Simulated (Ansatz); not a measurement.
MoPd:
```cif
data_MoPd
_chemical_formula_sum 'Pd1 Mo1'
_space_group_name_H-M_alt 'P4/mmm'
_space_group_IT_number 123
_space_group_name_Hall '-P 4 2'
_cell_length_a 2.71535
_cell_length_b 2.71535
_cell_length_c 4.13898
_cell_angle_alpha 90.000
_cell_angle_beta 90.000
_cell_angle_gamma 90.000
loop_
_atom_site_label
_atom_site_type_symbol
_atom_site_symmetry_multiplicity
_atom_site_Wyckoff_symbol
_atom_site_fract_x
_atom_site_fract_y
_atom_site_fract_z
_atom_site_occupancy
Pd1 Pd 1 a 0.00000 0.00000 0.00000 1
Mo1 Mo 1 d 0.50000 0.50000 0.50000 1
```

Relaxed at zero pressure with PBE (plane waves, PAW; program Ansatz).

Question: The volume is lowered by 9 % and shape and atoms relax at that volume. What pressure results, and how do the axes share the change?

Answer: 27.1 GPa; a -3.0 %, b -3.0 %, c -3.2 %; the energy rises by 106 meV/atom.

Question: Give the new structure.

Answer: 
Space group P4/mmm (No. 123); a = b = 2.633 Å, c = 4.007 Å, α = β = γ = 90.00°

```
atom  site  symmetry       x       y       z
----  ----  --------  ------  ------  ------
Pd      1a     4/mmm  0.0000  0.0000  0.0000
Mo      1d     4/mmm  0.5000  0.5000  0.5000
```

The phase is kept; no other phase was compared at this pressure.

The start of the workflow was typed in or built on a structure type; neither database checked (COD, Materials Project) lists it. Its standing as an ambient phase is unchecked. Symmetry was held in the PBE relaxation; its stability against distortions is not shown here. No spin polarisation was allowed. Axis ratios of metals converge slowly with the k-mesh, so a and c are less sure than the volume.

Potentials: the later of the program's two PAW sets.
